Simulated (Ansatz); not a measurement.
MgAlF5:
```cif
data_Al2F10Mg2
_chemical_formula_sum 'Mg2 Al2 F10'
_space_group_name_H-M_alt 'Immm'
_space_group_IT_number 71
_space_group_name_Hall '-I 2 2'
_cell_length_a 3.51488
_cell_length_b 6.12625
_cell_length_c 7.34748
_cell_angle_alpha 90.000
_cell_angle_beta 90.000
_cell_angle_gamma 90.000
loop_
_atom_site_label
_atom_site_type_symbol
_atom_site_symmetry_multiplicity
_atom_site_Wyckoff_symbol
_atom_site_fract_x
_atom_site_fract_y
_atom_site_fract_z
_atom_site_occupancy
Mg1 Mg 2 a 0.00000 0.00000 0.00000 1
Al1 Al 2 c 0.00000 0.00000 0.50000 1
F1 F 4 i 0.00000 0.00000 0.25755 1
F2 F 2 d 0.00000 0.50000 0.00000 1
F3 F 4 h 0.50000 0.20211 0.00000 1
```
(The calculation used a cell of 7 atoms; values per cell refer to that cell.)

Relaxed with r²SCAN.

Tabulate the valence density and the electron localisation function along the shortest Mg–F contact (1.89 Å), the program Ansatz at the r²SCAN level (PAW).



| distance from Mg (Å) | density (e/Å³) | ELF |
|---|---|---|
| 0.19 | 24.30 | 0.24 |
| 0.28 | 17.37 | 0.32 |
| 0.38 | 10.66 | 0.39 |
| 0.47 | 5.52 | 0.41 |
| 0.57 | 2.38 | 0.33 |
| 0.66 | 0.92 | 0.17 |
| 0.76 | 0.43 | 0.07 |
| 0.85 | 0.35 | 0.07 |
| 0.95 | 0.43 | 0.21 |
| 1.04 | 0.62 | 0.52 |
| 1.14 | 0.96 | 0.74 |
| 1.23 | 1.54 | 0.80 |
| 1.32 | 2.56 | 0.81 |
| 1.42 | 4.21 | 0.80 |
| 1.51 | 6.48 | 0.75 |
| 1.61 | 9.07 | 0.66 |
| 1.70 | 11.56 | 0.54 |

The density is the valence pseudo-density with augmentation charge, so density and ELF within about 1 Å of a nucleus are not all-electron values.

The workflow started from an entry of the Crystallography Open Database (COD). Its standing as an ambient phase is unchecked. The r²SCAN relaxation kept the symmetry of its start; its stability against distortions is not shown here.

Potentials: the later of the program's two PAW sets.
